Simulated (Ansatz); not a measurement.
An elastic tensor (GPa, Voigt order, standard axes) from DFT-LDA in the program Ansatz with PAW potentials:

|  | 1 | 2 | 3 | 4 | 5 | 6 |
|---|---|---|---|---|---|---|
| 1 | 244 | 175 | 175 | 0.0 | 0.0 | 0.0 |
| 2 | 175 | 244 | 175 | 0.0 | 0.0 | 0.0 |
| 3 | 175 | 175 | 244 | 0.0 | 0.0 | 0.0 |
| 4 | 0.0 | 0.0 | 0.0 | 92.7 | 0.0 | 0.0 |
| 5 | 0.0 | 0.0 | 0.0 | 0.0 | 92.7 | 0.0 |
| 6 | 0.0 | 0.0 | 0.0 | 0.0 | 0.0 | 92.7 |

### Question
Which of these materials gives this?
(A) TaRh3, Cu3Au type
(B) Cu3Pd, Cu3Au type
(C) La3In, Cu3Au type
(D) ZrAl3, Cu3Au type

### Answer
B, Cu3Pd, Cu3Au type

Space group Pm-3m (Cu3Au type). The workflow started from a Materials Project entry (that database holds measured and hypothetical structures alike); the Crystallography Open Database files this formula in space group No. 221, but the cells were not matched. Its standing as an ambient phase is unchecked. Symmetry was held in the LDA relaxation; whether a distortion lowers the energy is not shown. No spin polarisation was allowed. As this level gives no gap, shear constants depend on the k-mesh and smearing (Fermi–Dirac, 0.1 eV here).

Potentials: the later of the program's two PAW sets.
